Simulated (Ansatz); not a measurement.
Consider the following.

ZrMnF$_{6}$:
```cif
data_F6MnZr
_chemical_formula_sum 'Zr1 Mn1 F6'
_space_group_name_H-M_alt 'P 1'
_space_group_IT_number 1
_cell_length_a 5.83650
_cell_length_b 5.83650
_cell_length_c 5.83650
_cell_angle_alpha 60.000
_cell_angle_beta 60.000
_cell_angle_gamma 60.000
loop_
_space_group_symop_operation_xyz
  'x, y, z'
loop_
_atom_site_label
_atom_site_type_symbol
_atom_site_fract_x
_atom_site_fract_y
_atom_site_fract_z
_atom_site_occupancy
Zr1 Zr 0.50000 0.50000 0.50000 1
Mn1 Mn 0.00000 0.00000 0.00000 1
F1 F 0.74335 0.25665 0.25665 1
F2 F 0.25665 0.74335 0.74335 1
F3 F 0.25665 0.74335 0.25665 1
F4 F 0.74335 0.25665 0.74335 1
F5 F 0.25665 0.25665 0.74335 1
F6 F 0.74335 0.74335 0.25665 1
```
The run is spin-polarised.

This is the HSE06-relaxed structure.

All from DFT-HSE06 in the program Ansatz with PAW potentials, unless another level is named. Give the magnetic order.

ferromagnetic.

Predict the Bader charges.

Zr +2.96, Mn +1.71, F -0.78 e.

Space group Fm-3m. The first step of the workflow began from a Materials Project structure, measured or hypothetical; the Crystallography Open Database copy checked does not list it. Whether it is the stable phase at ambient conditions was not checked. The HSE06 relaxation kept the symmetry of its start; its stability against distortions is not shown here. The final state is ferromagnetic, chosen from 3 collinear starts compared on coarse meshes with r²SCAN (ties went to the first, and starts can fall back to one state), not a proven ground state. Other orbital occupations within this spin state were not tried.

Potentials: the later of the program's two PAW sets.
